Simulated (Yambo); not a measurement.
G0W0@PBEsol for KBr (rock salt, space group Fm-3m, No. 225) in Yambo. Reference settings: 4×4×4 Γ-centred k mesh, 196 bands and a 7 Ry block in the screening, 196 bands in G with the Bruneval-Gonze terminator, plasmon pole fitted at 27.2 eV. The PBEsol gap Γ → Γ on this mesh is 4.18 eV; G0W0 gaps are taken between the same points.

The settings were changed. The gap went from 6.77 eV to 6.31 eV, and the shift of the valence edge from -1.87 eV to -1.45 eV.

Q: What was changed between the two runs?
(A) 1 Ry block
(B) 70 bands in G
(C) 3 Ry block
(D) no terminator

A: A, 1 Ry block. The others gave (gap, valence shift): 3 Ry block: 6.53, -1.68 eV; no terminator: 6.72, -1.75 eV; 70 bands in G: 6.75, -1.81 eV.

Spin-orbit coupling is included.

Geometry relaxed with PBEsol; primitive cell a = 4.631 Å, b = 4.631 Å, c = 4.631 Å, α = 60.00°, β = 60.00°, γ = 60.00°.

A shift is the quasiparticle energy of the state minus its PBEsol energy.
